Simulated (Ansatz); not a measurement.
MgSnS₂:
```xyz
4
Lattice="3.8221 0.0000 0.0000 -1.9111 3.3101 0.0000 0.0000 0.0000 6.7121" Properties=species:S:1:pos:R:3 pbc="T T T"
S      1.9111     1.1034     4.8046
Sn     0.0000     0.0000     0.0000
S      0.0000     2.2067     1.9075
Mg     0.0000     0.0000     3.3561
```

Relaxed with r²SCAN+D4. Special points in fractions of this cell's reciprocal vectors: Γ (0.000, 0.000, 0.000); M (0.500, 0.000, 0.000); K (0.333, 0.333, 0.000); A (0.000, 0.000, 0.500); L (0.500, 0.000, 0.500); H (0.333, 0.333, 0.500).

Problem. List the band energies nearest the valence-band maximum at these points for r²SCAN+D4 (plane waves, PAW; program Ansatz).

Solution. In eV from the valence-band maximum; about four levels below and three above (degenerate sets whole), none deeper than 8.9 eV; points with the same levels are listed once.

```json
[
 {"k": "Γ", "below": "-2.40 -2.40 -2.23 -2.23 -2.21", "above": "1.85 3.67 3.67"},
 {"k": "M", "below": "-4.56 -3.70 -2.47 -1.35", "above": "1.16 2.53 2.67"},
 {"k": "K", "below": "-4.62 -4.62 -4.29 -4.29 -2.92", "above": "2.43 2.43 4.04"},
 {"k": "A", "below": "-2.52 -2.52 -2.07 -2.07 0.00", "above": "1.33 3.32 3.32"},
 {"k": "L", "below": "-3.45 -3.19 -3.17 -2.49", "above": "0.42 2.52 3.31"},
 {"k": "H", "below": "-5.47 -5.47 -2.85 -2.85 -1.44", "above": "0.98 0.98 2.34"}
]
```

Space group P-3m1. A made-up cell: these elements were put on the sites of a structure type; neither database checked (COD, Materials Project) lists it. Whether it is the stable phase at ambient conditions was not checked. The r²SCAN+D4 relaxation kept the symmetry of its start; whether a distortion lowers the energy is not shown. Scalar-relativistic: spin–orbit coupling is off unless named, which matters more the heavier the elements.

Potentials: the later of the program's two PAW sets.
